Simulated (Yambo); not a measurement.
Yambo run on Cs2RbScF6 (space group Fm-3m, No. 225). The wavefunctions are PBEsol (pw.x of Quantum ESPRESSO, ONCV potentials, without SOC) ones on a 2×2×2 mesh (40 occupied bands); a = 6.7310 Å, b = 6.7310 Å, c = 6.7310 Å, α = 60.00°, β = 60.00°, γ = 60.00°.

Yambo input:

```
rim_cut
gw0
dyson
el_el_corr
HF_and_locXC
cohsex
em1s
RandQpts= 1000000
RandGvec= 1 Ry
EXXRLvcs= 84 Ry
VXCRLvcs= 336 Ry
Chimod= "HARTREE"
% BndsRnXs
 2 | 398 |
%
NGsBlkXs= 8 Ry
% LongDrXs
 1.0 | 1.0 | 1.0 |
%
ExtendOut
% QPkrange
 1 | 1 | 40 | 41 |
%
```

k points by index: 1 = Γ.

Table of the .qp output:

```
#    K-point    Band    Eo [eV]    E [eV]    E-Eo [eV]    Vxc [eV]    Vnlxc [eV]    Sc|Eo [eV]    Re(Z)    Im(Z)
#
    1    40    0.000000    -4.164883    -4.164883    -22.02752    -29.80535    3.612947    1.000000    0.000000
    1    41    6.409213    6.667161    0.257948    -7.902504    -3.788482    -3.856074    1.000000    0.000000
```
(The two width columns are left out.) Convergence of these settings isn't established.

Geometry of the Materials Project entry, not relaxed at this level.

The structure is a Materials Project entry; no match was found in the copy of COD used, and its stability was not checked.
